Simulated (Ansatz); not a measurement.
SrO:
```xyz
2
Lattice="0.0000 2.5322 2.5322 2.5322 0.0000 2.5322 2.5322 2.5322 0.0000" Properties=species:S:1:pos:R:3 pbc="T T T"
Sr     0.0000     0.0000     0.0000
O      2.5322     2.5322     2.5322
```

Relaxed with LDA. Special points in fractions of this cell's reciprocal vectors: Γ (0.000, 0.000, 0.000); X (0.500, 0.000, 0.500); U (0.625, 0.250, 0.625); K (0.375, 0.375, 0.750); L (0.500, 0.500, 0.500); W (0.500, 0.250, 0.750).

**Question.** List the band energies nearest the valence-band maximum at these points for DFT-LDA in the program Ansatz with PAW potentials.

**Answer.** In eV from the valence-band maximum; about four levels below and three above (degenerate sets whole), none deeper than 8.9 eV; points with the same levels are listed once.

```
k              below                above
-  -----------------  -------------------
Γ     0.00 0.00 0.00  4.14 6.26 6.26 6.26
X  -0.31 -0.04 -0.04      3.12 8.16 10.52
U  -0.98 -0.58 -0.38       4.74 8.05 9.14
L  -2.31 -1.22 -1.22  6.68 8.58 9.13 9.13
W  -1.20 -0.37 -0.37       6.05 6.05 9.02
```

Space group Fm-3m (rock salt). The cell was relaxed with LDA under the symmetry of its start; phonons on a q-mesh show no instability. Scalar-relativistic: spin–orbit coupling is off unless named, which matters more the heavier the elements.

Potentials: the later of the program's two PAW sets.
